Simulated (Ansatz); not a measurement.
# Squeezing ReSb (zincblende type)

```
Re Sb
1.0
     0.00000    3.01326    3.01326
     3.01326    0.00000    3.01326
     3.01326    3.01326    0.00000
Re Sb
1 1
Direct
  0.00000 0.00000 0.00000
  0.25000 0.25000 0.25000
```

The cell comes from a relaxation on PAW files under the same functional, begun from a prototype that needn't be the stable phase.

Its volume is scaled at fixed shape and fractional positions.

All numbers are PBE results (scalar-relativistic) from Ansatz 0.2.0, with a Γ-centred 12×12×12 k mesh, Fermi–Dirac smearing of 0.08 eV, no spin polarisation. Methods: LAPW: all electrons, basis error target 1 meV/atom; PAW: frozen-core files, cutoff 420 eV; crystal datasets: all electrons, by PAW datasets that the program makes for each cell; norm-conserving: pseudopotentials, cutoff 1088 eV; PAW (cutoff 800 eV): frozen-core files, cutoff 800 eV.

Energies are extrapolated to zero smearing and count from the unscaled cell; pressure is positive in compression; gaps take the mesh and a band path. No temperature or zero-point motion is included.

Spin–orbit coupling is left out, which matters for the heavy atoms. The structure type is held throughout; the real material can change phase at far lower pressure.

```csv
V/V0,V (Å³/atom),P LAPW (GPa),ΔE LAPW (eV/atom),P PAW − LAPW (GPa),ΔE PAW − LAPW (meV/atom),gap (eV)
1.00,27.36,0.00,0.000,0.00,0.0,0.00
0.92,25.17,9.88,0.060,0.02,0.2,0.00
0.84,22.98,25.2,0.290,0.06,0.8,0.00
0.76,20.79,49.2,0.783,0.13,2.1,0.05
0.68,18.60,?,?,?,?,?
0.60,16.42,151.0,3.281,0.60,10.8,–
0.52,14.23,260.7,6.019,1.20,22.7,–
0.45,12.31,430.1,10.052,2.24,42.6,0.16
```

Q: Fit the Vinet equation to the LAPW pressures shown (residuals weighted by 1/(|P| + 0.03·Pmax)), and predict the pressure of the withheld row.

A: The fit gives V0 = 27.37 Å³/atom, B0 = 95.4 GPa and B0′ = 4.76. At 18.60 Å³/atom, x = (V/V0)^(1/3) = 0.8792, and P = 3·B0·(1 − x)/x²·exp[1.5·(B0′ − 1)·(1 − x)] = 88.3 GPa. The run itself gave 87.6 GPa (+0.9 % off) and ΔE = 1.693 eV/atom.

Q: At the smallest volume, how far do crystal datasets and norm-conserving and PAW (cutoff 800 eV) lie from LAPW in pressure?

A: crystal datasets: 0.00 GPa; norm-conserving: +3.73 GPa; PAW (cutoff 800 eV): +2.01 GPa, on a LAPW pressure of 430.1 GPa.

Q: How do the Löwdin populations by LAPW change from the unscaled cell to the last row?

A: Re 5s 1.97 → 1.86, Re 6s 0.73 → 0.58, Re 5p 5.98 → 5.90, Re 5d 6.28 → 7.61, Sb 4s 1.99 → 1.95, Sb 5s 1.58 → 1.22, Sb 5p 3.33 → 2.81, Sb 4d 9.99 → 9.96 electrons an atom. These are projections on the shells that the free atoms fill; 0.15 e a cell lies outside them at the start and 0.17 e at the end.
